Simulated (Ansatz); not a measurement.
NbRu:
```
CELL_PARAMETERS angstrom
      4.56252     0.00000     0.00000
      0.00000     3.03409     0.00000
     -1.52352     0.00000     6.69961
ATOMIC_POSITIONS crystal
  Nb 0.69124 0.00000 0.32330
  Nb 0.30876 0.00000 0.67670
  Nb 0.00000 0.00000 0.00000
  Ru 0.50000 0.50000 0.00000
  Ru 0.20646 0.50000 0.34789
  Ru 0.79354 0.50000 0.65211
```

Relaxed with PBEsol.

Problem. Which orbitals make up the states near the Fermi level in DFT-PBEsol in the program Ansatz with PAW potentials?

Solution. Within 0.5 eV of the Fermi level: Nb 4d 53 %, Ru 4d 38 %. Projections are on Löwdin-orthogonalised atomic valence shells; empty p or d shells of many metals are not among them.

Problem. Tabulate the density of states.

Solution. States/eV per cell of 6 atoms, in 0.25 eV bins, energy from the Fermi level.

| E (eV) | total | Ru 4d | Nb 4d | Ru 5s |
|---|---|---|---|---|
| -7.50 | 0.00 | 0.00 | 0.00 | 0.00 |
| -7.25 | 0.08 | 0.00 | 0.00 | 0.03 |
| -7.00 | 0.21 | 0.00 | 0.00 | 0.08 |
| -6.75 | 0.30 | 0.00 | 0.00 | 0.11 |
| -6.50 | 0.39 | 0.00 | 0.00 | 0.14 |
| -6.25 | 0.49 | 0.01 | 0.01 | 0.18 |
| -6.00 | 0.59 | 0.02 | 0.02 | 0.21 |
| -5.75 | 0.78 | 0.05 | 0.06 | 0.26 |
| -5.50 | 1.95 | 0.52 | 0.55 | 0.38 |
| -5.25 | 4.38 | 1.65 | 1.42 | 0.57 |
| -5.00 | 6.66 | 2.76 | 2.19 | 0.74 |
| -4.75 | 7.90 | 3.66 | 2.64 | 0.69 |
| -4.50 | 9.78 | 4.95 | 3.30 | 0.65 |
| -4.25 | 8.95 | 4.87 | 3.00 | 0.39 |
| -4.00 | 8.38 | 4.86 | 2.76 | 0.23 |
| -3.75 | 6.91 | 4.17 | 2.28 | 0.13 |
| -3.50 | 7.71 | 5.02 | 2.30 | 0.13 |
| -3.25 | 10.78 | 7.06 | 3.34 | 0.14 |
| -3.00 | 8.26 | 5.41 | 2.52 | 0.13 |
| -2.75 | 7.42 | 4.93 | 2.08 | 0.17 |
| -2.50 | 7.70 | 5.06 | 2.05 | 0.26 |
| -2.25 | 9.13 | 5.96 | 2.33 | 0.37 |
| -2.00 | 8.89 | 5.75 | 2.26 | 0.36 |
| -1.75 | 7.71 | 4.67 | 2.13 | 0.30 |
| -1.50 | 6.04 | 3.45 | 1.79 | 0.23 |
| -1.25 | 5.62 | 3.48 | 1.49 | 0.18 |
| -1.00 | 3.49 | 1.92 | 1.08 | 0.13 |
| -0.75 | 2.98 | 1.39 | 1.18 | 0.12 |
| -0.50 | 4.22 | 1.89 | 1.86 | 0.15 |
| -0.25 | 5.46 | 2.16 | 2.72 | 0.15 |
| 0.00 | 6.05 | 2.21 | 3.33 | 0.10 |
| 0.25 | 6.36 | 2.35 | 3.55 | 0.08 |
| 0.50 | 5.34 | 2.02 | 2.95 | 0.05 |
| 0.75 | 5.26 | 2.34 | 2.59 | 0.05 |
| 1.00 | 7.23 | 2.85 | 3.97 | 0.08 |
| 1.25 | 8.84 | 3.14 | 5.16 | 0.14 |
| 1.50 | 9.93 | 3.34 | 5.97 | 0.22 |
| 1.75 | 8.43 | 2.58 | 5.14 | 0.27 |
| 2.00 | 5.34 | 1.40 | 3.33 | 0.28 |
| 2.25 | 4.46 | 1.10 | 2.61 | 0.45 |
| 2.50 | 4.47 | 0.91 | 2.98 | 0.31 |
| 2.75 | 4.55 | 0.86 | 3.22 | 0.23 |

Space group P2/m. The start of the workflow was typed in or built on a structure type; neither database checked (COD, Materials Project) lists it. COD files the formula under space group No. 123, 221. Whether it is the stable phase at ambient conditions was not checked. The PBEsol relaxation kept the symmetry of its start; its stability against distortions is not shown here. The run is not spin-polarised. Spin–orbit coupling is left out wherever it is not named.

Potentials: the later of the program's two PAW sets.
